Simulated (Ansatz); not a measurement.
NdRe in the CsCl-type structure

Method: PBEsol, scalar-relativistic; collinear spin; PAW, 420 eV, Γ-centred 8×8×8 mesh, 0.05 eV Gaussian smearing; code Ansatz; PAW files: Ansatz's generated set soft_2.

```xyz
2
Lattice="3.3763 0.0000 0.0000 0.0000 3.3763 0.0000 0.0000 0.0000 3.3763" Properties=species:S:1:pos:R:3 pbc="T T T"
Nd    0.0000    0.0000    0.0000
Re    1.6882    1.6882    1.6882
```

The structure was built from a prototype; whether the compound forms in it isn't claimed.

Magnetic state: ferromagnetic, site spin moments Nd 2.72; Re -0.47 μB.

Cell and atoms are those of this level's equilibrium.

Path: Γ–X–M–Γ–R–X | R–M, with Γ = (0.000, 0.000, 0.000), X = (0.000, 0.500, 0.000), M = (0.500, 0.500, 0.000), R = (0.500, 0.500, 0.500) in reciprocal vectors of the calculation's cell.

Bands as a text map, energy in eV from the Fermi level (dashes), each leg drawn with the same width, + spin up, o spin down, # both:
```
  4.86 |    o     o++++ o#o     +                  ++
  4.57 |  o#o    o+ o#o##+oo   o                    o
  4.29 |oo+ +    #  +o #  + ooooo       o o        o 
  4.00 |+#   o   + o  +++oo+#++++o        +        ++
  3.71 | +o  +  o    +     o+  + +      +         o  
  3.43 |  +  +o # o+o   #+#+             o        +  
  3.14 |   o  #o+   +    o+            ##ooo     o   
  2.86 |   +o ##oo       +        #     o###         
  2.57 |    ooo#oo#o    ooo    o      #o +##    o+   
  2.29 |oooooooo##oooooooooooooooo #o####ooooo###oooo
  2.00 |oooo#oooo######oooo oo   ooo##oooooo#########
  1.71 |oooooo++   oo#o#o ooooooooooooooo ++ooooooooo
  1.43 |ooooo# ++ o ooo++o#oooo+   o  oo o +    ooooo
  1.14 |    #####o#o# o  + +         o +####  o#o  oo
  0.86 |   +++o+#+#+ o o+++     +   o +  +#+oo o     
  0.57 |  ++   o ++++  ++++++ ++++++ +###+ o  +      
  0.29 |+++++++++#+++++++++++++ +++++++++#++++#++++++
  0.00 |++++++++++++#+++#++#++++--+++##+++++++++-++++
 -0.29 |#######oo+++++++++#+###o++####+#++oo##+++++++
 -0.57 |  +###o##o  +   +o##  o+ # +++##oo##++#      
 -0.86 |    +++++# o    +++o   ## # o   ++++o  +     
 -1.14 |         +#+     ##     o   +o      +# o     
 -1.43 |      ooo ##    ##      +  # #o    o  #      
 -1.71 |     o+#+o  #+ ##        ##  #+   ##  o##+   
 -2.00 |     + +##   o#o         # #  o# ##+  +  o###
 -2.29 |    # #   #       #     #      o#        #   
 -2.57 |           #             #    #  #+    o     
 -2.86 |   o o####  #  ###        #       o#   +  #  
        Γ      X      M      Γ      R      XR       M
```

Task: By these bands, is it a metal or an insulator, and if it has a gap, where are the band edges on this path?

Result: A metal: bands cross the Fermi level.

Without a U the open 4f shell is pinned at the Fermi level, an artefact: in the real crystal it splits into occupied and empty levels away from it, and its large orbital moment is missing here. Scalar-relativistic only: spin–orbit splittings of the heavy atoms' levels are missing. The run wasn't fully tested for a lower electronic state. Site moments are of spin, integrated over atomic spheres. Only parallel moments were tried, so the real magnetic order may be another.

The state of the open shells isn't shown to be the lowest, and forces and pressures are less sure for it.
